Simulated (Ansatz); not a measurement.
Relaxed-ion elastic tensor of BN in space group P6_3mc (No. 186; Pearson symbol hP12) in GPa (Voigt order), r²SCAN+D4 (plane waves, PAW; program Ansatz); density 2.31 g/cm³, 8.90 Å³ per atom.

```
      1     2     3    4    5    6
-  ----  ----  ----  ---  ---  ---
1   924   202  -1.1  0.0  0.0  0.0
2   202   924  -1.1  0.0  0.0  0.0
3  -1.1  -1.1  33.6  0.0  0.0  0.0
4   0.0   0.0   0.0  5.7  0.0  0.0
5   0.0   0.0   0.0  0.0  5.7  0.0
6   0.0   0.0   0.0  0.0  0.0  361
```

Problem. Is the crystal mechanically stable?

Solution. Yes: the smallest eigenvalue of C is 5.7 GPa.

Problem. Work out the Voigt and Reuss bounds. Is their mean of use?

Solution. K_V = 253, K_R = 31.6; G_V = 187, G_R = 12.6 GPa. The bounds lie so far apart that a Hill average or a Debye temperature from it would say little.

The start of the workflow was typed in or built on a structure type. Its sites differ from those of the usual phase in this space group: another stacking or structure type. Symmetry was held in the r²SCAN+D4 relaxation; whether a distortion lowers the energy is not shown.

Potentials: the earlier of the program's two PAW sets.
